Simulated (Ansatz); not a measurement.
Crystals of one structure type (zinc blende) and one family of elements, relaxed and computed with plane-wave PAW LDA (Ansatz code).

```json
[
 {"crystal": "BP", "V (Å³/atom)": "11.32", "K_Hill (GPa)": "176"},
 {"crystal": "BAs", "V (Å³/atom)": "13.25", "K_Hill (GPa)": "147"},
 {"crystal": "GaP", "V (Å³/atom)": "19.59", "K_Hill (GPa)": "90.1"},
 {"crystal": "GaAs", "V (Å³/atom)": "21.98", "K_Hill (GPa)": "74.4"},
 {"crystal": "AlAs", "V (Å³/atom)": "22.30", "K_Hill (GPa)": "75.6"},
 {"crystal": "InP", "V (Å³/atom)": "24.73", "K_Hill (GPa)": "?"}
]
```

Q: Fit a straight line to ln K against ln V and predict the withheld value.

A: Least squares on the 5 shown rows: ln K = -1.27 × ln V + (8.261), with a scatter of 2 %. For InP this gives 65.8. The run itself gave 71.3, outside the scatter: the line misses something about this case.

All cells were relaxed under the symmetry of their starts (and spin orders); stability against distortions was not tested throughout. Spin–orbit coupling is left out wherever it is not named.

Potentials: the later of the program's two PAW sets.
